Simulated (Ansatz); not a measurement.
# Rutile alloy of SnO2 and TiO2 (6 of 24 Sn sites exchanged), 72 atoms

These are results of Ansatz 0.2.0, DFT, HSE06, PAW, plane waves, not measurements.

The input as it was run:

```yaml
crystal:
  lattice:
    - [9.462619, 0.000000, 0.000000]
    - [0.000000, 9.462498, 0.000000]
    - [0.000000, 0.000000, 9.450395]
  atoms:
    - { symbol: Ti, position: [0.010902, 0.011262, 0.002577] }
    - { symbol: Ti, position: [0.002477, 0.002832, 0.328343] }
    - { symbol: Ti, position: [0.515384, 0.515745, 0.666921] }
    - { symbol: Ti, position: [0.247875, 0.248231, 0.506055] }
    - { symbol: Ti, position: [0.258640, 0.258994, 0.819339] }
    - { symbol: Ti, position: [0.758821, 0.759178, 0.842423] }
    - { symbol: Sn, position: [0.000518, 0.000876, 0.667347] }
    - { symbol: Sn, position: [0.998455, 0.499128, 0.996938] }
    - { symbol: Sn, position: [0.000594, 0.497001, 0.334273] }
    - { symbol: Sn, position: [0.000417, 0.497340, 0.667657] }
    - { symbol: Sn, position: [0.498773, 0.998813, 0.996937] }
    - { symbol: Sn, position: [0.496645, 0.000952, 0.334274] }
    - { symbol: Sn, position: [0.496980, 0.000768, 0.667656] }
    - { symbol: Sn, position: [0.498909, 0.499263, 0.994822] }
    - { symbol: Sn, position: [0.496181, 0.496538, 0.337145] }
    - { symbol: Sn, position: [0.246967, 0.247324, 0.166475] }
    - { symbol: Sn, position: [0.247182, 0.750174, 0.166235] }
    - { symbol: Sn, position: [0.247583, 0.750076, 0.500102] }
    - { symbol: Sn, position: [0.247686, 0.749981, 0.832816] }
    - { symbol: Sn, position: [0.749818, 0.247542, 0.166235] }
    - { symbol: Sn, position: [0.749719, 0.247947, 0.500105] }
    - { symbol: Sn, position: [0.749624, 0.248046, 0.832814] }
    - { symbol: Sn, position: [0.750102, 0.750457, 0.165610] }
    - { symbol: Sn, position: [0.752374, 0.752729, 0.501003] }
    - { symbol: O, position: [0.148484, 0.148839, 0.996018] }
    - { symbol: O, position: [0.148514, 0.148877, 0.340433] }
    - { symbol: O, position: [0.155524, 0.155885, 0.665513] }
    - { symbol: O, position: [0.153109, 0.649633, 0.999285] }
    - { symbol: O, position: [0.154767, 0.648073, 0.333303] }
    - { symbol: O, position: [0.146760, 0.655707, 0.666654] }
    - { symbol: O, position: [0.649268, 0.153476, 0.999284] }
    - { symbol: O, position: [0.647705, 0.155138, 0.333303] }
    - { symbol: O, position: [0.655334, 0.147130, 0.666654] }
    - { symbol: O, position: [0.654269, 0.654628, 0.991026] }
    - { symbol: O, position: [0.651469, 0.651823, 0.334762] }
    - { symbol: O, position: [0.652709, 0.653077, 0.672049] }
    - { symbol: O, position: [0.342367, 0.342721, 0.989270] }
    - { symbol: O, position: [0.341574, 0.341928, 0.341992] }
    - { symbol: O, position: [0.340554, 0.340904, 0.664458] }
    - { symbol: O, position: [0.348717, 0.843891, 0.999457] }
    - { symbol: O, position: [0.347036, 0.845418, 0.333017] }
    - { symbol: O, position: [0.340594, 0.852407, 0.666626] }
    - { symbol: O, position: [0.843541, 0.349068, 0.999455] }
    - { symbol: O, position: [0.845064, 0.347392, 0.333018] }
    - { symbol: O, position: [0.852060, 0.340948, 0.666628] }
    - { symbol: O, position: [0.847137, 0.847495, 0.991715] }
    - { symbol: O, position: [0.851094, 0.851448, 0.331787] }
    - { symbol: O, position: [0.845206, 0.845562, 0.675626] }
    - { symbol: O, position: [0.094755, 0.399067, 0.165097] }
    - { symbol: O, position: [0.100981, 0.396285, 0.500829] }
    - { symbol: O, position: [0.101594, 0.396868, 0.832785] }
    - { symbol: O, position: [0.092783, 0.908035, 0.166248] }
    - { symbol: O, position: [0.091269, 0.903075, 0.491672] }
    - { symbol: O, position: [0.094746, 0.905907, 0.842790] }
    - { symbol: O, position: [0.593720, 0.400580, 0.165643] }
    - { symbol: O, position: [0.596217, 0.405522, 0.511151] }
    - { symbol: O, position: [0.593951, 0.402920, 0.821452] }
    - { symbol: O, position: [0.597533, 0.904385, 0.166169] }
    - { symbol: O, position: [0.595037, 0.902333, 0.500841] }
    - { symbol: O, position: [0.599673, 0.898410, 0.831837] }
    - { symbol: O, position: [0.398710, 0.095111, 0.165097] }
    - { symbol: O, position: [0.395916, 0.101326, 0.500828] }
    - { symbol: O, position: [0.396498, 0.101937, 0.832785] }
    - { symbol: O, position: [0.400207, 0.594061, 0.165642] }
    - { symbol: O, position: [0.405161, 0.596572, 0.511152] }
    - { symbol: O, position: [0.402562, 0.594310, 0.821452] }
    - { symbol: O, position: [0.907678, 0.093141, 0.166247] }
    - { symbol: O, position: [0.902708, 0.091624, 0.491675] }
    - { symbol: O, position: [0.905547, 0.095102, 0.842792] }
    - { symbol: O, position: [0.904023, 0.597883, 0.166169] }
    - { symbol: O, position: [0.901971, 0.595388, 0.500844] }
    - { symbol: O, position: [0.898047, 0.600022, 0.831835] }
  symmetry: { detect: false }
kpoints:
  mp_grid: { grid: [1, 1, 1], shift: [0.25, 0.25, 0.25] }
hamiltonian:
  xc: hse06
scf:
  occupations: { method: fermi_dirac, width: 0.01 }
output:
  forces: true
  eigenvalues: true
  populations: true
  eigenstates: { kpoints: [[0.25, 0.25, 0.25]], e_range: [-6.0, 6.0], localisation: true }
  write_density: true
  write_potential: true
  elf: true
  volumetric_format: npy
```

Command:

```sh
ansatz run in.yaml --threads 4 --pin off --max-ram 61750MiB --runs-dir r --events-out ev --progress --plain --backend cuda --devices 0, --max-vram 37GiB
```

The program printed, less machine lines and repeats, with […] for rows cut from tables:

```
Pseudopotentials: kind: paw
Functional definition: HSE06
  parameter a = 0.25
  parameter omega = 0.11/bohr
  exchange = pbe_x - a*pbe_x_sr(omega) + a*exact_x_sr(omega)
  correlation = pbe_c
Crystal: 72 atoms, lattice volume = 846.188 Å³
Basis set: ecut = 420 eV, 16543 PW (Γ), exchange–correlation on 128×128×128 points (8 copies of the dense FFT grid, shifted against one another)
Bands: 378, of which v1, the nominal top of the filled ones, is band 306 counted from 1 (305 counted from 0)
Symmetry: 1 space group operations
k-points: 1
Non-local potential: Ti, projectors of the file, l = 0: 3, l = 1: 2, l = 2: 3, l = 3: 1
Non-local potential: Sn, projectors of the file, l = 0: 2, l = 1: 2, l = 2: 2, l = 3: 2
Non-local potential: O, projectors of the file, l = 0: 2, l = 1: 2, l = 2: 1
PAW form: soft (Blöchl's): semilocal exchange-correlation on the pseudo side does not see the compensation charge
PAW frozen core: Ti, regenerated for the run's functional, and the local potential with it (the file was generated under x = pbe(κ = 0.804, μ = 0.2195149727645171), c = pbe(β = 0.06672455060314922))
PAW frozen core: Sn, regenerated for the run's functional, and the local potential with it (the file was generated under x = pbe(κ = 0.804, μ = 0.2195149727645171), c = pbe(β = 0.06672455060314922))
PAW frozen core: O, regenerated for the run's functional, and the local potential with it (the file was generated under x = pbe(κ = 0.804, μ = 0.2195149727645171), c = pbe(β = 0.06672455060314922))
PAW one-centre angular grid: Ti, 590 points (default); XC on 64 Gauss nodes
PAW one-centre angular grid: Sn, 590 points (default); XC on 64 Gauss nodes
PAW one-centre angular grid: O, 110 points (default); XC on 96 Gauss nodes
Initial density: superposition of atomic densities (neutral atoms: chi_scale 0, normalization atom), corrected by the library's trained network
Initial wavefunctions: pseudopotential atomic-orbital guess
Functional: x = pbe(κ = 0.804, μ = 0.2195149727645171), c = pbe(β = 0.06672455060314922), warm-up for x = pbe(κ = 0.804, μ = 0.2195149727645171) + 0.25 (exact − pbe) at short range (hse, ω = 0.20786987370883472 Å⁻¹), c = pbe(β = 0.06672455060314922); HSE06 as pw.x's `hse` composes it (authors' and Libxc's form: `xc: wpbeh`)
SCF iter   1: F=—  HF=-150691.738637 eV  |F-HF|=—  |Δ(HF+E_count)|=         —  Δρ=2.87e-3  dr2=7.13e-2  ethr=1.77e-3  ⟨swp⟩=6.0  Hψ=1695  notcnv=0
preconditioner: auto → none  [insulator: Δε(μ)=2.469 eV  Ē_g=16.735 eV  σ=0.010 eV  W_gap=1.00  n_scr=250 (ndim 8)  ℏωp=30.3 eV  f_vac=0.027  D(μ)=0.00/eV (n_scr^D=0)]
SCF iter   2: F=—  HF=-150691.770286 eV  |F-HF|=—  |Δ(HF+E_count)|=   3.16e-2  Δρ=3.24e-3  dr2=1.07e-1  ethr=1.17e-5  ⟨swp⟩=20.0  Hψ=1364  notcnv=1  defer=1
SCF iter   3: F=—  HF=-150691.753535 eV  |F-HF|=—  |Δ(HF+E_count)|=   1.68e-2  Δρ=1.09e-3  dr2=9.76e-3  ethr=1.17e-5  ⟨swp⟩=8.0  Hψ=995  notcnv=0  defer=1
SCF iter   4: F=—  HF=-150691.755482 eV  |F-HF|=—  |Δ(HF+E_count)|=   1.95e-3  Δρ=8.52e-4  dr2=8.08e-3  ethr=1.59e-6  ⟨swp⟩=8.0  Hψ=1057  notcnv=0  defer=4
iter 5 solved again at ethr=4.11e-8 eV; its pass at ethr=1.32e-6 eV (dr2=2.52e-4 eV) is discarded
SCF iter   5: F=-150691.754460 eV  HF=-150691.754511 eV  |F-HF|=5.06e-5  |Δ(HF+E_count)|=   9.71e-4  Δρ=2.02e-4  dr2=2.28e-4  ethr=4.11e-8  ⟨swp⟩=6.0  Hψ=1667  notcnv=0  defer=4
eigensolver tolerance schedule: the retry pair's looser diagonalisation over-reported the residual by 0.10 of it (diagonalisation noise at 0.11 of the residual, at the tolerance the schedule requests for it); recorded, not acted on — ethr = c·dr2/N_el stays at c = 1.0e-1
SCF 1 stopped early in 5 iterations: F = -150691.754460 eV  dr2 = 2.28e-4
  greatest PAW one-centre occupation: 0.999 electrons in one spin orbital (limit 2), on the Ti atom at site 5 (counted from 0), in its partial waves of l = 0
Initial density: handed on by an earlier stage of this run
Initial wavefunctions: those handed on with the density
Functional: x = pbe(κ = 0.804, μ = 0.2195149727645171) + 0.25 (exact − pbe) at short range (hse, ω = 0.20786987370883472 Å⁻¹), c = pbe(β = 0.06672455060314922); HSE06 as pw.x's `hse` composes it (authors' and Libxc's form: `xc: wpbeh`)
Exchange kernel: α = 0.2500, screened, ω = 0.2079 Å⁻¹, Wigner–Seitz truncation, v(0) = 877.3707 eV·Å³, q-mesh 1×1×1, nearest image of the exchange supercell L = 9.45 Å, pair-density grid 48×48×48, without the augmentation charges, whose exchange is taken in its separable form (sized by the pseudopotential files, 64×64×64 at the most)
Frozen-core exchange: fock
SCF iter   1: F=—  HF=-150756.719621 eV  |F-HF|=—  |Δ(HF+E_count)|=         —  Δρ=2.05e-2  dr2=5.16e0  ethr=3.73e-7  ⟨swp⟩=14.0  Hψ=2174  notcnv=0
preconditioner: auto → none  [insulator: Δε(μ)=4.546 eV  Ē_g=19.596 eV  σ=0.010 eV  W_gap=1.00  n_scr=250 (ndim 8)  ℏωp=30.3 eV  f_vac=0.027  D(μ)=0.00/eV (n_scr^D=0)]
SCF iter   2: F=—  HF=-150756.493450 eV  |F-HF|=—  |Δ(HF+E_count)|=   2.26e-1  Δρ=2.22e-2  dr2=5.54e0  ethr=3.73e-7  ⟨swp⟩=7.0  Hψ=1871  notcnv=0
SCF iter   3: F=—  HF=-150755.466508 eV  |F-HF|=—  |Δ(HF+E_count)|=    1.03e0  Δρ=5.00e-3  dr2=2.03e-1  ethr=3.73e-7  ⟨swp⟩=6.0  Hψ=1805  notcnv=0
SCF iter   4: F=—  HF=-150755.784746 eV  |F-HF|=—  |Δ(HF+E_count)|=   3.18e-1  Δρ=2.42e-3  dr2=5.45e-2  ethr=3.73e-7  ⟨swp⟩=7.0  Hψ=1654  notcnv=0  defer=1
SCF iter   5: F=—  HF=-150755.773466 eV  |F-HF|=—  |Δ(HF+E_count)|=   1.13e-2  Δρ=9.47e-4  dr2=9.78e-3  ethr=3.73e-7  ⟨swp⟩=5.0  Hψ=1420  notcnv=0
SCF iter   6: F=—  HF=-150755.777117 eV  |F-HF|=—  |Δ(HF+E_count)|=   3.65e-3  Δρ=7.58e-4  dr2=5.14e-3  ethr=3.73e-7  ⟨swp⟩=7.0  Hψ=1166  notcnv=0  defer=1
SCF iter   7: F=—  HF=-150755.776086 eV  |F-HF|=—  |Δ(HF+E_count)|=   1.03e-3  Δρ=2.18e-4  dr2=4.97e-4  ethr=3.73e-7  ⟨swp⟩=4.0  Hψ=858  notcnv=0
SCF iter   8: F=—  HF=-150755.776536 eV  |F-HF|=—  |Δ(HF+E_count)|=   4.50e-4  Δρ=2.09e-4  dr2=4.82e-4  ethr=6.54e-8  ⟨swp⟩=5.0  Hψ=870  notcnv=0  defer=5
SCF iter   9: F=-150755.776412 eV  HF=-150755.776448 eV  |F-HF|=3.51e-5  |Δ(HF+E_count)|=   8.87e-5  Δρ=6.14e-5  dr2=6.86e-5  ethr=6.54e-8  ⟨swp⟩=6.0  Hψ=777  notcnv=0  defer=1
SCF 2 stopped early in 9 iterations: F = -150755.776412 eV  dr2 = 6.86e-5
  Residual-converged pass: ⟨swp⟩=4.0  Hψ=1142  notcnv=0  max |occ|·‖R‖ = 5.9e-6 eV (tolerance 6.7e-6 eV)  dr2=6.90e-5  dr2_onsite=3.78e-6  max |Δocc| = 0.0e0
  greatest PAW one-centre occupation: 1.000 electrons in one spin orbital (limit 2), on the Ti atom at site 2 (counted from 0), in its partial waves of l = 0
hybrid outer 1: dexx = +3.804e-1 eV, tail = 1.18e-3 eV
SCF iter   1: F=—  HF=-150755.763780 eV  |F-HF|=—  |Δ(HF+E_count)|=         —  Δρ=8.92e-5  dr2=4.63e-5  ethr=9.61e-7  ⟨swp⟩=14.0  Hψ=861  notcnv=0
preconditioner: auto → none  [insulator: Δε(μ)=4.168 eV  Ē_g=19.273 eV  σ=0.010 eV  W_gap=1.00  n_scr=250 (ndim 8)  ℏωp=30.3 eV  f_vac=0.033  D(μ)=0.00/eV (n_scr^D=0)]
SCF iter   2: F=—  HF=-150755.763796 eV  |F-HF|=—  |Δ(HF+E_count)|=   1.58e-5  Δρ=2.93e-5  dr2=1.41e-5  ethr=6.40e-9  ⟨swp⟩=5.0  Hψ=1135  notcnv=0
SCF iter   3: F=—  HF=-150755.763828 eV  |F-HF|=—  |Δ(HF+E_count)|=   3.24e-5  Δρ=2.84e-5  dr2=7.91e-6  ethr=9.32e-10  ⟨swp⟩=7.0  Hψ=1197  notcnv=0  defer=1
SCF iter   4: F=—  HF=-150755.763827 eV  |F-HF|=—  |Δ(HF+E_count)|=   1.37e-6  Δρ=8.02e-6  dr2=3.94e-7  ethr=9.32e-10  ⟨swp⟩=4.0  Hψ=696  notcnv=0
SCF iter   5: F=—  HF=-150755.763828 eV  |F-HF|=—  |Δ(HF+E_count)|=   7.11e-7  Δρ=5.63e-6  dr2=3.39e-7  ethr=5.42e-11  ⟨swp⟩=8.0  Hψ=1153  notcnv=0  defer=1
SCF iter   6: F=—  HF=-150755.763828 eV  |F-HF|=—  |Δ(HF+E_count)|=   3.05e-8  Δρ=3.71e-6  dr2=1.72e-7  ethr=5.42e-11  ⟨swp⟩=5.0  Hψ=794  notcnv=0  defer=1
SCF iter   7: F=-150755.763828 eV  HF=-150755.763828 eV  |F-HF|=3.96e-9  |Δ(HF+E_count)|=   3.80e-8  Δρ=8.03e-7  dr2=7.85e-9  ethr=2.72e-11  ⟨swp⟩=5.0  Hψ=706  notcnv=0
SCF 3 converged in 7 iterations: F = -150755.763828 eV  dr2 = 7.85e-9
  Residual-converged pass: ⟨swp⟩=3.0  Hψ=828  notcnv=0  max |occ|·‖R‖ = 1.7e-6 eV (tolerance 2.7e-6 eV)  dr2=7.84e-9  dr2_onsite=4.41e-10  max |Δocc| = 0.0e0
  greatest PAW one-centre occupation: 1.000 electrons in one spin orbital (limit 2), on the Ti atom at site 5 (counted from 0), in its partial waves of l = 0
hybrid outer 2: dexx = +2.930e-5 eV, tail = 6.40e-7 eV, Δε = 4.58e-3 eV (about 1.27e-4 eV left of the loop's levels), ΔF = 9.91e-3 eV/Å (tail 1.36e-3)
SCF iter   1: F=—  HF=-150755.763820 eV  |F-HF|=—  |Δ(HF+E_count)|=         —  Δρ=2.44e-6  dr2=6.66e-8  ethr=5.23e-10  ⟨swp⟩=20.0  Hψ=1006  notcnv=0
preconditioner: auto → none  [insulator: Δε(μ)=4.167 eV  Ē_g=19.273 eV  σ=0.010 eV  W_gap=1.00  n_scr=250 (ndim 8)  ℏωp=30.3 eV  f_vac=0.033  D(μ)=0.00/eV (n_scr^D=0)]
SCF iter   2: F=-150755.763820 eV  HF=-150755.763820 eV  |F-HF|=5.62e-9  |Δ(HF+E_count)|=   1.44e-8  Δρ=8.07e-7  dr2=1.13e-8  ethr=9.25e-12  ⟨swp⟩=3.0  Hψ=779  notcnv=0
SCF 4 converged in 2 iterations: F = -150755.763820 eV  dr2 = 1.13e-8
  Residual-converged pass: ⟨swp⟩=3.0  Hψ=695  notcnv=0  max |occ|·‖R‖ = 4.3e-6 eV (tolerance 5.0e-6 eV)  dr2=1.13e-8  dr2_onsite=7.54e-10  max |Δocc| = 0.0e0
hybrid outer 3: dexx = +1.974e-8 eV, tail = 2.47e-8 eV, Δε = 1.17e-4 eV (about 2.51e-5 eV left of the loop's levels), ΔF = 1.32e-4 eV/Å (tail 3.18e-4)
NSCF: frozen V_eff on 1 k-points
hybrid SCF converged: 3 outer / 18 inner (+5 warm-up), last move |dexx| = 1.97e-8 eV, tail = 2.47e-8 eV
Stability not checked: this state was not tested for a lower state beside it, because the functional holds exact exchange (a hybrid, or Hartree-Fock), whose exchange loop this test does not read (fock_operator; see scf.lower_state_search)
Free energy (F): -150755.763820 eV
Harris-Foulkes:  -150755.763820 eV  (|F-HF|=5.62e-9)
Internal energy: -150755.763820 eV  (E = F + TS)
E sigma→0 (E₀):  -150755.763820 eV
Fermi energy:    9.903551 eV
--- Per-component energies (eV) ---
  E_band       = -3648.574462
  E_kinetic    = 13505.873530
  E_local      = -35320.924997  (includes V_loc(G=0)·N_el)
  E_nonlocal   = 1712.885953
  E_hartree    = 17068.097602
  E_xc         = -8677.324586
  E_vxc        = -5521.769456  (∫ρ·V_xc dr)
  E_exx        = -1839.473209  (= α·E_x^exact, valence–valence)
  E_paw        = -89069.506426  (= ΣΔE_a)
  E_vpaw       = -8482.009378  (= ΣTr[D̂ρ^β])
  E_aug_tail   = 0.118854  (compensation charges beyond the density's cutoff)
  E_ewald      = -48137.858955
  E_core_change = 2.348411  (= ΣΔE_core)
  E_smearing   = -0.000000  (= −TS)
  E_closure    = 0.000002  (closes the sum)
  Σ components = -150755.763820   (vs F -150755.763820, Δ=-2.91e-11)
--- Forces (eV/Å), atoms counted from 1 ---
  atom   1  Ti     0.11310922     0.11303140    -0.14388137
  atom   2  Ti     0.01205360     0.01241044     0.12514049
  atom   3  Ti     0.11254382     0.11257231     0.01175569
  atom   4  Ti    -0.04053123    -0.04053796    -0.02662330
  atom   5  Ti    -0.01959124    -0.01948515     0.00753669
  atom   6  Ti    -0.00219678    -0.00223588     0.02222071
  atom   7  Sn    -0.01296494    -0.01268724     0.02114651
  atom   8  Sn     0.01543911    -0.01423693     0.05021337
  atom   9  Sn     0.00851286    -0.01301303    -0.02873662
  atom  10  Sn     0.01090144    -0.00810507    -0.02422148
  atom  11  Sn    -0.01448935     0.01517478     0.05077269
  atom  12  Sn    -0.01298495     0.00851094    -0.02933904
  atom  13  Sn    -0.00772127     0.01128949    -0.02419289
  atom  14  Sn    -0.00853985    -0.00809375    -0.01834905
  atom  15  Sn     0.01008994     0.01009095     0.02211570
  atom  16  Sn    -0.01612592    -0.01628273    -0.01500063
  atom  17  Sn     0.02798491    -0.02261646    -0.00095595
  atom  18  Sn     0.00121926     0.00464522     0.01249179
  atom  19  Sn    -0.00280539     0.00822676    -0.00457656
  atom  20  Sn    -0.02278411     0.02752083    -0.00079665
  atom  21  Sn     0.00432747     0.00038162     0.01203767
  atom  22  Sn     0.00786087    -0.00317464    -0.00445175
  atom  23  Sn     0.01926307     0.01956131     0.00599084
  atom  24  Sn     0.00489869     0.00519847    -0.00090680
  atom  25  O     -0.08806589    -0.08782750     0.16079439
  atom  26  O     -0.01682845    -0.01694240    -0.14037320
  atom  27  O      0.01391693     0.01394337    -0.03385459
  atom  28  O      0.03284287     0.06230511    -0.00510144
  atom  29  O      0.02347822     0.07156019     0.00257924
  atom  30  O      0.07070393     0.02468682    -0.00096222
  atom  31  O      0.06260258     0.03288585    -0.00506352
  atom  32  O      0.07199071     0.02333985     0.00270894
  atom  33  O      0.02503904     0.07037878    -0.00089458
  atom  34  O      0.01032699     0.01032908     0.14311256
  atom  35  O      0.06300893     0.06332020    -0.02053105
  atom  36  O     -0.09867061    -0.09903531    -0.13601187
  atom  37  O      0.04638784     0.04626061     0.09970323
  atom  38  O      0.06408400     0.06402072    -0.12241418
  atom  39  O     -0.14214032    -0.14200362     0.09457701
  atom  40  O     -0.06624411    -0.02283089    -0.00476673
  atom  41  O     -0.06173702    -0.04132013     0.00160151
  atom  42  O     -0.02053701    -0.06763155     0.00259172
  atom  43  O     -0.02298987    -0.06614914    -0.00471065
  atom  44  O     -0.04118770    -0.06178191     0.00164220
  atom  45  O     -0.06794215    -0.02058817     0.00253914
  atom  46  O     -0.13144650    -0.13165120     0.02409302
  atom  47  O     -0.12667315    -0.12670411     0.01226080
  atom  48  O      0.02759980     0.02751758    -0.10056823
  atom  49  O     -0.00117339     0.02316128     0.01572228
  atom  50  O     -0.10100686     0.11468520     0.00023565
  atom  51  O     -0.14359225     0.16597275    -0.03313010
  atom  52  O      0.05411194    -0.02670871     0.01209298
  atom  53  O      0.04284125    -0.00945943     0.12583623
  atom  54  O      0.03120421    -0.01121364    -0.13977651
  atom  55  O     -0.05329208     0.05744543     0.00302364
  atom  56  O     -0.00010351     0.00434190    -0.13975422
  atom  57  O      0.00029100     0.01770635     0.13431142
  atom  58  O     -0.02312624     0.00698434     0.00614430
  atom  59  O     -0.04135297     0.05955370    -0.02055218
  atom  60  O     -0.12607787     0.14306051     0.03983076
  atom  61  O      0.02302557    -0.00120828     0.01570922
  atom  62  O      0.11492508    -0.10070995     0.00038838
  atom  63  O      0.16642906    -0.14331962    -0.03324671
  atom  64  O      0.05785206    -0.05283836     0.00320904
  atom  65  O      0.00400565    -0.00001608    -0.14005987
  atom  66  O      0.01754376    -0.00004020     0.13443960
  atom  67  O     -0.02694520     0.05417473     0.01205490
  atom  68  O     -0.00906212     0.04278503     0.12568643
  atom  69  O     -0.01126164     0.03127307    -0.13993114
  atom  70  O      0.00706760    -0.02291178     0.00602818
  atom  71  O      0.05970469    -0.04129444    -0.02083352
  atom  72  O      0.14299075    -0.12566189     0.04018169
  max |Σ_I F_I| component: 4.80e-5 eV/Å
--- Band table (eV) ---
  k-point 0: bands = ["-53.0625", "-53.0535", "-52.9404", "-52.9230", "-52.9140", "-52.8469", "-27.7868", "-27.7444", "-27.6473", "-27.6341", "-27.6324", "-27.5966", "-27.5697", "-27.5462", "-27.5323", "-27.5265", "-27.5214", "-27.5036", "-27.4892", "-27.4869", "-27.4676", "-27.4598", "-27.4391", "-27.4319", "-14.6484", "-14.6477", "-14.6125", "-14.5386", "-14.5271", "-14.4324", "-14.4217", "-14.3 …
--- Löwdin populations: 72 sites ---
  site symbol       q [e]
     0     Ti     10.3907
     1     Ti     10.3689
     2     Ti     10.3891
     3     Ti     10.3791
     4     Ti     10.4014
     5     Ti     10.3761
     6     Sn     12.1876
     7     Sn     12.1566
     8     Sn     12.1506
     9     Sn     12.1653
    10     Sn     12.1566
    11     Sn     12.1506
    12     Sn     12.1653
    13     Sn     12.1836
    14     Sn     12.1765
    15     Sn     12.1826
    16     Sn     12.1574
    17     Sn     12.1600
    18     Sn     12.1588
    19     Sn     12.1574
    20     Sn     12.1600
    21     Sn     12.1588
    22     Sn     12.1771
    23     Sn     12.1683
    24      O      6.7590
    25      O      6.7955
    26      O      6.7637
    27      O      6.8520
    28      O      6.8520
[…]
    43      O      6.8522
    44      O      6.8535
    45      O      6.7515
    46      O      6.8304
    47      O      6.8047
    48      O      6.8503
    49      O      6.8183
    50      O      6.8205
    51      O      6.7805
    52      O      6.8258
    53      O      6.8209
    54      O      6.8540
    55      O      6.8192
    56      O      6.8170
    57      O      6.8543
    58      O      6.8529
    59      O      6.8282
    60      O      6.8503
    61      O      6.8183
    62      O      6.8205
    63      O      6.8540
    64      O      6.8191
    65      O      6.8170
    66      O      6.7805
    67      O      6.8258
    68      O      6.8209
    69      O      6.8543
    70      O      6.8529
    71      O      6.8282
  spilling = 0.005164 (of n_electrons = 612.000000)
```

Total energies depend on the potentials used, so only differences within one code and one set of settings carry meaning.

Time: 43 s of wall time on one NVIDIA H100 with 4 processor threads, on a host shared with other runs; peak host memory 2.8 GiB.
